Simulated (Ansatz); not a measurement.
CsPbBr₃ (cubic perovskite)

```cif
data_Br3CsPb
_chemical_formula_sum 'Cs1 Pb1 Br3'
_space_group_name_H-M_alt 'Pm-3m'
_space_group_IT_number 221
_space_group_name_Hall '-P 4 2 3'
_cell_length_a 5.93781
_cell_length_b 5.93781
_cell_length_c 5.93781
_cell_angle_alpha 90.000
_cell_angle_beta 90.000
_cell_angle_gamma 90.000
loop_
_atom_site_label
_atom_site_type_symbol
_atom_site_symmetry_multiplicity
_atom_site_Wyckoff_symbol
_atom_site_fract_x
_atom_site_fract_y
_atom_site_fract_z
_atom_site_occupancy
Cs1 Cs 1 a 0.00000 0.00000 0.00000 1
Pb1 Pb 1 b 0.50000 0.50000 0.50000 1
Br1 Br 3 c 0.00000 0.50000 0.50000 1
```

Grid over V/V₀ and (c/a)/(c/a)₀, subscript 0 meaning the relaxed cell; the conventional c axis lies along z; no internal relaxation.

The numbers are results of r2SCAN (plane waves to 500 eV, PAW, scalar-relativistic; Ansatz, a first-principles code), not measurements. k mesh 6×6×6 (Γ-centred), Fermi-Dirac smearing 0.05 eV. Compression counts positive. CsPbBr3 was relaxed with its symmetry unable to fall. Spin-orbit coupling is left out, though Pb is heavy. The PAW data are Ansatz's earlier set. This is a high-temperature form of CsPbBr3.

Changes of σxx (GPa) from the point V/V₀ = 1.000, (c/a)/(c/a)₀ = 1.000 when one coordinate moves alone (two changes are said to add if the coupling is within 5 % of the smaller one, nearly so within 20 %):

```
point                               change
----------------------------------  ------
V/V₀ = 1.000, (c/a)/(c/a)₀ = 0.960  -0.542
V/V₀ = 1.000, (c/a)/(c/a)₀ = 0.980  -0.278
V/V₀ = 0.960, (c/a)/(c/a)₀ = 1.000   0.950
V/V₀ = 0.980, (c/a)/(c/a)₀ = 1.000   0.448
V/V₀ = 1.020, (c/a)/(c/a)₀ = 1.000  -0.399
V/V₀ = 1.040, (c/a)/(c/a)₀ = 1.000  -0.756
V/V₀ = 1.000, (c/a)/(c/a)₀ = 1.020   0.294
V/V₀ = 1.000, (c/a)/(c/a)₀ = 1.040   0.603
```

Do the two effects add at V/V₀ = 0.980, (c/a)/(c/a)₀ = 1.040? Give the computed change.

The sum of the single changes is 0.448 + (0.603) = 1.051; the calculation gives 1.107, so the coupling contributes 0.056 (under 20 % of the smaller single change, nearly additive).

Do the two effects add at V/V₀ = 1.040, (c/a)/(c/a)₀ = 1.020? Give the computed change.

The sum of the single changes is -0.756 + (0.294) = -0.462; the calculation gives -0.509, so the coupling contributes -0.047 (under 20 % of the smaller single change, nearly additive).

What is the change at V/V₀ = 1.040, (c/a)/(c/a)₀ = 0.960, where both move, and how far is it from the sum?

The sum of the single changes is -0.756 + (-0.542) = -1.298; the calculation gives -1.207, so the coupling contributes 0.091 (under 20 % of the smaller single change, nearly additive).

(A scan under strain: stresses follow from slopes of the energy per volume, elastic moduli from its curvatures.)
